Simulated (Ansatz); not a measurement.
This cell of SiO₂ (rutile) is off equilibrium:

```
SiO2
1.0
    4.18475     0.00000     0.00000
    0.00000     4.18475     0.00000
    0.00000     0.00000     2.66845
Si O
2 4
Direct
  0.50000   0.50000   0.47265
  0.00000   0.00000   0.02735
  0.80610   0.80610   0.44379
  0.30610   0.69390   0.05621
  0.69390   0.30610   0.05621
  0.19390   0.19390   0.44379
```

Calculation: r2SCAN (plane waves to 500 eV, PAW, scalar-relativistic; Ansatz, a program for electronic structure). k mesh 8×8×12 (Γ-centred), Fermi-Dirac smearing 0.05 eV. Stress and pressure are positive under compression. SiO2 was relaxed with its symmetry unable to fall. The PAW data are Ansatz's earlier set.

Problem. Predict the force on every atom, in eV/Å.

Solution. 
```
atom      Fx      Fy      Fz
----  ------  ------  ------
Si1    0.000   0.000   4.632
Si2    0.000   0.000  -4.632
O3    -1.182  -1.182   5.085
O4    -1.182   1.182  -5.085
O5     1.182  -1.182  -5.085
O6     1.182   1.182   5.085
```

Problem. Give the stress tensor in GPa and the pressure.

Solution. 
```
   20.3      0.0      0.0
    0.0     20.3      0.0
    0.0      0.0     13.4
```
The pressure, a third of the trace, is 18.0 GPa.

(For displaced atoms, the force is minus the slope of the energy, and its curvature is a force constant, which sets phonon frequencies.)
